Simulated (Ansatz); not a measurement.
Relaxed-ion elastic tensor of Ti$_{2}$SnC in space group P6_3/mmc (No. 194; Ti on 4f, Sn on 2d, C on 2a) in GPa (Voigt order), PBEsol (plane waves, PAW; program Ansatz); density 6.46 g/cm³, 14.55 Å³ per atom.

```json
[
 {"": "1", "1": "277", "2": "86.0", "3": "79.8", "4": "0.0", "5": "0.0", "6": "0.0"},
 {"": "2", "1": "86.0", "2": "277", "3": "79.8", "4": "0.0", "5": "0.0", "6": "0.0"},
 {"": "3", "1": "79.8", "2": "79.8", "3": "277", "4": "0.0", "5": "0.0", "6": "0.0"},
 {"": "4", "1": "0.0", "2": "0.0", "3": "0.0", "4": "105", "5": "0.0", "6": "0.0"},
 {"": "5", "1": "0.0", "2": "0.0", "3": "0.0", "4": "0.0", "5": "105", "6": "0.0"},
 {"": "6", "1": "0.0", "2": "0.0", "3": "0.0", "4": "0.0", "5": "0.0", "6": "95.4"}
]
```

Task: Is the crystal mechanically stable?

Result: Yes: the smallest eigenvalue of C is 95.4 GPa.

Task: Work out the Voigt, Reuss and Hill averages.

Result: K_V = 147, K_R = 147, K_H = 147; G_V = 100.0, G_R = 99.8, G_H = 99.9 GPa.

Task: Give Young's modulus, Poisson's ratio, Pugh's ratio and the universal anisotropy index.

Result: E = 9KG/(3K + G) = 244 GPa; ν = 0.22; K/G = 1.47 (brittle by the Pugh limit of 1.75); A_U = 5G_V/G_R + K_V/K_R − 6 = 0.01.

Task: Estimate the sound speeds and the Debye temperature.

Result: v_l = √((K + 4G/3)/ρ) = 6580 m/s, v_t = √(G/ρ) = 3930 m/s, mean 4350 m/s; Θ = (h/k)(3n/4πV)^(1/3) v_m = 531 K.

Task: How much does each axis shrink under pressure?

Result: Linear compressibilities β_i = Σ_j S_ij (j = 1 to 3): x 2.2, y 2.2, z 2.3 per TPa.

The workflow started from a Materials Project entry (that database holds measured and hypothetical structures alike); the Crystallography Open Database copy checked does not list it. Whether it is the stable phase at ambient conditions was not checked. The PBEsol relaxation kept the symmetry of its start; whether a distortion lowers the energy is not shown. The run is not spin-polarised. As this level gives no gap, shear constants depend on the k-mesh and smearing (Fermi–Dirac, 0.1 eV here). Spin–orbit coupling is left out wherever it is not named.

Potentials: the later of the program's two PAW sets.
